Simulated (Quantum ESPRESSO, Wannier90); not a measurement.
## CaAlSiH (P3m1), plane waves to Wannier functions

```
begin unit_cell_cart
ang
    4.1432801148    0.0000000000    0.0000000000
   -2.0716400574    3.5881858344    0.0000000000
    0.0000000000    0.0000000000    4.6982300000
end unit_cell_cart
begin atoms_frac
Ca   0.0000000000  0.0000000000 -0.0000800000
Al  -0.3333333333  0.3333333333  0.4571100000
Si   0.3333333333 -0.3333333333 -0.4341100000
H   -0.3333333333  0.3333333333  0.0837800000
end atoms_frac
```

Materials Project entry mp-568177; symmetrised, unrelaxed at this level. Not found in the COD (Crystallography Open Database) copy used; not checked further. Method: PBEsol plane waves in Quantum ESPRESSO 7.5 (PseudoDojo norm-conserving files, 58 Ry, no spin polarisation, no spin-orbit coupling), Bloch states on a 6×6×6 mesh through Γ, Wannier90 4.0.1. Density: 12×12×8 mesh, cold smearing 0.01 Ry. The gap is small at this level and was sampled on the meshes and a path alone.

Bands 5-9 form an isolated set from -9.98 to 0.00 eV relative to the valence-band maximum (on the path) and are turned into 5 Wannier functions by minimising the spread from the start: s functions at random places.

### Question
Where do the functions sit, how wide are they and what are they made of?

### Answer
| functions | spread (Å²) | nearest atom, distance (Å) | second atom, distance (Å) | weight on atomic waves |
|---|---|---|---|---|
| 3 | 2.68 | Si 0.98 | Al 1.47 | Si 3p 42 %, Al 3p 28 %, Si 3s 14 % |
| 1 | 3.86 | Si 0.56 | Al 2.62 | Si 3p 55 %, Si 3s 18 %, Al 3p 10 % |
| 1 | 1.80 | H 0.16 | Al 1.59 | H 1s 64 %, Al 3p 21 %, Al 3s 6 % |

Ω_I = 11.94 Å², Ω_total = 13.69 Å²; the interpolated bands follow pw.x to 14 meV rms on the path. It is the lowest total spread that any start reached here.
